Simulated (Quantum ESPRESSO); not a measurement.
# Planted mistakes on one cell of Ga2SiMgP4

The results below are calculated, not measured. They come from pw.x of Quantum ESPRESSO 7.5, a plane-wave density functional program, with PseudoDojo standard norm-conserving files (v0.5 for PBE, v0.4.1 for LDA and PBEsol). The cells are made up: elements, strain and atom displacements were drawn at random, and nothing was relaxed. There is no spin polarisation, spin-orbit coupling or dispersion term.

The cell has 8 sites of a zincblende or diamond lattice. Sites 1 to 4 hold Ga Si Mg Ga; sites 5 to 8 hold P P P P. Cell vectors in Å: (5.463, 0.014, -0.048); (0.014, 5.576, 0.022); (-0.048, 0.022, 5.571). Settings: PBE, cutoff 1143 eV, 4 x 4 x 4 k mesh shifted by half a step, Fermi-Dirac smearing of 0.025 eV.

The intended run has a self-consistency threshold of 1e-07 eV, a smearing term of 0.000 eV, a pressure of 0.22 GPa and 10 iterations. Each further run changes one thing: all lengths scaled by 0.9907; atoms of sites 3 and 5 exchanged; cutoff 810 eV; files of PBEsol; k mesh 1 x 1 x 1; one electron removed; smearing 0.61 eV; threshold 0.06 eV. A coarse mesh keeps the shift, and a charged cell sits in a uniform background.

```
run,change of free energy (eV),smearing term -TS (eV),change of P (GPa),largest change of a force component (eV/Å),iterations
A,7.777,0.000,5.99,0.504,11
B,-0.733,-2.379,1.22,0.213,10
C,9.738,0.000,-2.33,0.112,10
D,0.038,0.000,2.17,0.107,10
E,1.992,0.000,-18.24,0.008,10
F,-5.783,-0.010,-10.20,0.273,12
G,0.031,0.000,-0.21,0.093,4
H,3.988,-0.003,3.17,1.104,11
```

A rerun of the intended cell at 1437 eV and k mesh 6 x 6 x 6 moved values by no more than 0.008 eV in the cell's energy, 0.02 GPa in stress and 0.003 eV/Å in force.

Question: which change belongs to which run?

## Worked reading

Run G has the fewest iterations, as a run stopped early does. Run B has the largest smearing term, as wide smearing gives. Run E has a higher energy and the largest fall in pressure, as too small a basis gives. Run D changes the volume by a factor of 0.9724; minus its pressure change over the logarithm of that factor, 78 GPa, is a rough bulk modulus with clamped atoms. Energies from files of another functional, or of a charged cell, have another zero and say nothing on stability; the pressure of a charged cell rests on the program's zero of potential too.

## Key

| run | change |
| --- | --- |
| A | k mesh 1 x 1 x 1 |
| B | smearing 0.61 eV |
| C | files of PBEsol |
| D | all lengths scaled by 0.9907 |
| E | cutoff 810 eV |
| F | one electron removed |
| G | threshold 0.06 eV |
| H | atoms of sites 3 and 5 exchanged |